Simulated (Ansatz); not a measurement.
BN (wurtzite)

```yaml
crystal:
  lattice:
    - [2.54397, 0.00000, 0.00000]
    - [-1.27198, 2.20314, 0.00000]
    - [0.00000, 0.00000, 4.20774]
  atoms:
    - { symbol: B, position: [0.66667, 0.33333, 0.99990] }
    - { symbol: B, position: [0.33333, 0.66667, 0.49990] }
    - { symbol: N, position: [0.66667, 0.33333, 0.62530] }
    - { symbol: N, position: [0.33333, 0.66667, 0.12530] }
```

E(V) scan at fixed shape, V₀ the volume above. The atoms relax within the cell's symmetry.

Calculation: r2SCAN (plane waves to 500 eV, PAW, scalar-relativistic; Ansatz, a quantum-chemistry and plane-wave program). k mesh 15×15×8 (Γ-centred), Fermi-Dirac smearing 0.05 eV. Energies are smeared free energies. Compression counts positive. With the shape held, the modulus is that of even scaling; a crystal free to change shape is softer. BN was relaxed with its symmetry unable to fall. The zero of ΔE is the relaxed starting cell.

| V (Å³/atom) | ΔE (meV/atom) |
|---|---|
| 5.542 | 28.5 |
| 5.613 | 17.9 |
| 5.684 | 9.9 |
| 5.754 | 4.3 |
| 5.825 | 1.1 |
| 5.896 | 0.0 |
| 5.967 | 1.0 |
| 6.037 | 4.0 |
| 6.108 | withheld |
| 6.179 | 15.4 |
| 6.250 | 23.7 |

**Question.** Fit a third-order Birch-Murnaghan form (E₀, V₀, B₀, B₀′ free) to the given rows and predict ΔE at V = 6.108.

**Answer.** Least squares on the 10 given rows: ΔE = E₀ + (9V₀B₀/16)·y²·[2 + (B₀′ − 4)y], y = (V₀/V)^(2/3) − 1, with V₀ = 5.896 Å³/atom, B₀ = 390.9 GPa (160.2 GPa = 1 eV/Å³; the term in eV is multiplied by 1000), B₀′ = 3.54, E₀ = 0.01 meV/atom; root-mean-square residual 0.04 meV/atom. At 6.108 the fit gives 8.8 meV/atom; the calculation gives 8.8 meV/atom, the same to the digits shown. For the pressure the fit gives -13.0 GPa against the computed -13.0 GPa.

(Under strain, the slope of the energy per volume gives the stress and its curvature an elastic modulus.)
